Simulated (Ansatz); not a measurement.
### Question
Name crystals whose computed values (plane-wave PAW LDA (Ansatz code)) fall in these windows: highest Γ mode, no LO–TO term (cm⁻¹) 140 to 180; G_Hill (GPa) 36 to 44.

### Answer


| crystal | highest Γ mode, no LO–TO term (cm⁻¹) | G_Hill (GPa) |
|---|---|---|
| CdS, rock salt | 153 | 40.6 |
| YRh, CsCl type | 148 | 36.6 |
| YSb, rock salt | 174 | 39.7 |
| ScPd, CsCl type | 174 | 41.3 |
| HgPt, L1₀ or tetragonal B2 | 157 | 42.1 |
Others may fit too.

Not the usual ambient phase: CdS, rock salt. Standing as an ambient phase not checked: YRh, CsCl type; YSb, rock salt; ScPd, CsCl type; HgPt, L1₀ or tetragonal B2. All cells were relaxed under the symmetry of their starts (and spin orders); stability against distortions was not tested throughout. Rows with no word on spin ran without spin polarisation. Scalar-relativistic: spin–orbit coupling is off unless named, which matters more the heavier the elements.

Potentials: the later of the program's two PAW sets.
